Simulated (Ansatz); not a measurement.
The elements of this relaxed trial crystal are hidden behind letters.

```
lattice vectors (Å)
   3.6324    0.0000    0.0000
  -1.8162    3.1458    0.0000
   0.0000    0.0000   21.0016
fractional positions
X 0.3333 0.6667 0.9340
X 0.3333 0.6667 0.0660
X 0.3333 0.6667 0.5000
X 0.6667 0.3333 0.0000
Z 0.3333 0.6667 0.7109
Z 0.3333 0.6667 0.2891
Z 0.6667 0.3333 0.8322
Z 0.6667 0.3333 0.1678
Z 0.6667 0.3333 0.4142
Z 0.6667 0.3333 0.5858
```

All numbers below come from Ansatz 0.2.0, DFT PBE, scalar-relativistic, plane waves, PAW. Settings of the last relaxation (10-atom cell): 420 eV, 12×12×2 k points, Gaussian smearing of 0.10 eV, no spin polarisation.

- Space group: P-6m2 (No. 187)
- Conventional cell: a = 3.632 Å, c = 21.002 Å
- Volume per atom: 24.00 Å³
- Density: 5.71 g/cm³
- Energy over the elements: +0.28 eV/atom
- Gap on the 12×12×2 mesh of the 10-atom cell: 0 eV (a metal)

Energies are uncorrected and count from the elements' standard states at the same level.

Question: X is a p-block element of period 3 and Z is a p-block element of period 5. Which elements are they?

Answer: X = Si, Z = Sn, so the formula is Si2Sn3. Density times volume gives a mean mass of 5.71 × 24.00/1.6605 = 82.5 u per atom, and this set has 82.5 u. Among the elements that the hints allow, noble gases aside, only these give it. Si on a site of symmetry 3m is surrounded by 3 Si at 2.51 Å, 1 Si at 2.77 Å and 3 Sn at 2.99 Å; Si on a site of symmetry -6m2 has 6 Sn at 2.76 Å; Sn on its first site has 6 Sn at 3.30–3.36 Å and 6 Sn at 3.63 Å; 3 more sites not described.

A structure relaxed within its symmetry needn't be a true minimum. Another cell of Si2Sn3 relaxed alike, in P6_3/mmc, lies 67 meV/atom lower, so this cell isn't the stable form at this level.
